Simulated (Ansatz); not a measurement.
CoBi₃:
```
CoBi3
1.0
    8.73470     0.00000     0.00000
    0.00000     4.02471     0.00000
    0.00000     0.00000    11.47163
Co Bi
4 12
Direct
  0.09115   0.25000   0.47917
  0.90885   0.75000   0.52083
  0.40885   0.75000   0.97917
  0.59115   0.25000   0.02083
  0.41055   0.25000   0.82446
  0.58945   0.75000   0.17554
  0.08945   0.75000   0.32446
  0.91055   0.25000   0.67554
  0.29862   0.25000   0.10517
  0.70138   0.75000   0.89483
  0.20138   0.75000   0.60517
  0.79862   0.25000   0.39483
  0.38230   0.25000   0.40678
  0.61770   0.75000   0.59322
  0.11770   0.75000   0.90678
  0.88230   0.25000   0.09322
```

Relaxed with PBEsol. Special points in fractions of this cell's reciprocal vectors: Γ (0.000, 0.000, 0.000); X (0.500, 0.000, 0.000); S (0.500, 0.500, 0.000); Y (0.000, 0.500, 0.000); Z (0.000, 0.000, 0.500); U (0.500, 0.000, 0.500); R (0.500, 0.500, 0.500); T (0.000, 0.500, 0.500).

Question: List the band energies nearest the Fermi level at these points for plane-wave PAW PBEsol with spin–orbit coupling (Ansatz code).

Answer: In eV from the Fermi level; about four levels below and three above (degenerate sets whole), none deeper than 8.9 eV; points with the same levels are listed once.

```
k                    below                above
-  -----------------------  -------------------
Γ  -0.17 -0.17 -0.16 -0.16  0.22 0.22 0.33 0.33
X  -0.39 -0.39 -0.39 -0.39  0.06 0.06 0.06 0.06
S  -0.15 -0.15 -0.15 -0.15  1.27 1.27 1.27 1.27
Y  -0.58 -0.58 -0.58 -0.58  0.10 0.10 0.10 0.10
Z  -0.32 -0.32 -0.32 -0.32  0.08 0.08 0.08 0.08
U  -0.04 -0.04 -0.04 -0.04  0.04 0.04 0.04 0.04
R  -0.73 -0.73 -0.73 -0.73  0.07 0.07 0.07 0.07
T  -0.57 -0.57 -0.57 -0.57  0.03 0.03 0.03 0.03
```

Space group Pnma. The workflow started from a Materials Project entry (that database holds measured and hypothetical structures alike); the Crystallography Open Database copy checked does not list it. Whether it is the stable phase at ambient conditions was not checked. Symmetry was held in the PBEsol relaxation; whether a distortion lowers the energy is not shown. The run is not spin-polarised.

Potentials: the later of the program's two PAW sets.
